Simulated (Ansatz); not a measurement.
## ZrSn3O8 (monoclinic HfO2 sites, P2) by several functionals

All numbers come from Ansatz 0.2.0. These are computed values for a non-magnetic cell that may be hypothetical; none is a measurement.

A 12-atom cell of ZrSn3O8 built on monoclinic HfO2 (relaxed group P2), relaxed with r2SCAN. Space group P2 (No. 3), monoclinic; conventional cell a = 4.826 Å, b = 5.724 Å, c = 5.230 Å, β = 91.1°, 12.04 Å³ an atom. Zr has 6 O at 2.04–2.20 Å; Sn has 6 O at 2.04–2.12 Å; Sn has 6 O at 2.05–2.12 Å; Sn has 6 O at 2.02–2.11 Å; O has 1 Zr at 2.04 Å and 2 Sn at 2.05–2.11 Å; O has 2 Sn at 2.04–2.12 Å and 1 Zr at 2.09 Å; O has 3 Sn at 2.05–2.12 Å; O has 2 Sn at 2.02–2.05 Å and 1 Zr at 2.20 Å.

Gaps on the r2SCAN cell, each the least over its mesh and the special points:
```json
{"level": "PBE+SOC", "k mesh": "6×6×4", "gap (eV)": "2.50", "kind": "indirect", "edges": "(0.094, 0.370, 0) → Γ", "least direct gap (eV)": "2.56"}
{"level": "r2SCAN", "k mesh": "6×6×4", "gap (eV)": "3.13", "kind": "indirect", "edges": "(0.094, 0.370, 0) → Γ", "least direct gap (eV)": "3.20"}
{"level": "HSE06", "k mesh": "4×4×4", "gap (eV)": "4.19", "kind": "indirect", "edges": "(0.094, 0.370, 0) → Γ", "least direct gap (eV)": "4.24"}
{"level": "PBE0", "k mesh": "4×4×4", "gap (eV)": "4.92", "kind": "indirect", "edges": "(0.094, 0.370, 0) → Γ", "least direct gap (eV)": "4.97"}
```
Wave cutoffs: 420 eV, 500 eV (r2SCAN).
Points off the special ones are mesh points or PBE's searched band edges, reused at the other levels. PBE's own run along the path (2.50 eV) came before the search for the edges and missed one, so it isn't listed.

The HSE06 gap is indirect, 4.19 eV (k = (0.094, 0.370, 0) to Γ), below the direct gap of 4.24 eV at Γ.

Among these functionals the gap stays indirect.

r2SCAN (ground state on 4×4×4): The clamped-ion dielectric constant comes out as a tensor with principal values 4.20, 4.26, 4.42. Born charges, averaged over directions: Zr +5.36, Sn +4.33 to +4.43, O -2.41 to -2.20 e. The program notes that the ground state's band table doesn't vouch for all the bands that the response reads.

Only the levels marked +SOC include spin-orbit coupling.

Coordinates of k points refer to the reciprocal vectors of the primitive cell of the runs.

The meshes of the hybrids are coarse, so their gaps aren't converged to the digits shown.
